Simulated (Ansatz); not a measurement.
Input and command of a plane-wave DFT calculation in Ansatz:

```yaml
crystal:
  lattice:
    - [7.0632143068, 0.0, 0.0]
    - [-2.3544047689, 6.6592623111, 0.0]
    - [0.0, 0.0, 21.7670903319]
  atoms:
    - { symbol: Na, position: [0.25, 0.25, 0.3675273028] }
    - { symbol: Na, position: [0.25, 0.75, 0.3675273028] }
    - { symbol: Na, position: [0.75, 0.25, 0.3675273028] }
    - { symbol: Na, position: [0.75, 0.75, 0.3675273028] }
    - { symbol: Na, position: [0.5, 0.5, 0.5] }
    - { symbol: Na, position: [0.5, 0.0, 0.5] }
    - { symbol: Na, position: [0.0, 0.5, 0.5] }
    - { symbol: Na, position: [0.0, 0.0, 0.5] }
    - { symbol: Na, position: [0.75, 0.75, 0.6324726972] }
    - { symbol: Na, position: [0.75, 0.25, 0.6324726972] }
    - { symbol: Na, position: [0.25, 0.75, 0.6324726972] }
    - { symbol: Na, position: [0.25, 0.25, 0.6324726972] }
basis:
  ecutwfc: 420
kpoints:
  mp_grid: { grid: [3, 3, 1] }
hamiltonian:
  xc: pbe
  dispersion: d3bj
scf:
  occupations: { method: gaussian, width: 0.1 }
output:
  forces: true
  eigenvalues: true
  write_density: true
  write_potential: true
  elf: true
  volumetric_format: npy
relax:
  adjacent_minimum: "off"
  f_tol: 0.03
  max_steps: 70
  constraints: [{ sites: [0, 1, 2, 3] }]
efield:
  axis: 3
  dipole_correction: true
  ramp_width: 0.04
```

```bash
ansatz run input.yaml --threads 4 --pin off --max-ram 10240MiB --backend cpu --events-out ev --progress --plain --runs-dir out
```

Processor: Arm Neoverse V1, 4 threads, on a host shared with other jobs.

Estimate time, memory and problem size.

About 22 s on 4 threads of Arm Neoverse V1 (shared host), peak memory 1.4 GiB. It solves 66 bands at 4 k points (the mesh reduced by the symmetry that the task leaves, which can be less than the crystal's) with about 20039 plane waves, in 19 SCF iterations over 3 ionic steps.
